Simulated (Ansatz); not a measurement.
Values for one crystal, relaxed and computed with LDA in the plane-wave PAW code Ansatz; other levels are named.

- Volume per atom: 17.63 Å³
- Electronic character: metallic (no gap)
- Bulk modulus (Birch–Murnaghan fit): 181 GPa
- Pressure derivative B′: 3.8
- Density of states at the Fermi level: 1.4 states/eV per atom (mean over ±0.08 eV)
- Highest zone-centre frequency: 247 cm⁻¹
- Zone-centre stability: unstable, softest mode 65i cm⁻¹

Q: Which of these materials gives this?
A. Sc, P6_222 (Sc on 3c)
B. Nb, hcp (Mg type)
C. Ba, simple hexagonal
D. Mg, 9R (Sm type)

A: B, Nb, hcp (Mg type)

Space group P6_3/mmc (hcp (Mg type)). The first step of the workflow began from a Materials Project structure, measured or hypothetical; the Crystallography Open Database copy checked does not list it. It is not the phase usual at ambient conditions (space group No. 229). The LDA relaxation kept the symmetry of its start. The run is not spin-polarised. As this level gives no gap, phonon frequencies hold no LO–TO term and depend on the k-mesh and smearing (Fermi–Dirac, 0.1 eV here). Scalar-relativistic: spin–orbit coupling is off unless named, which matters more the heavier the elements.

Potentials: the later of the program's two PAW sets.
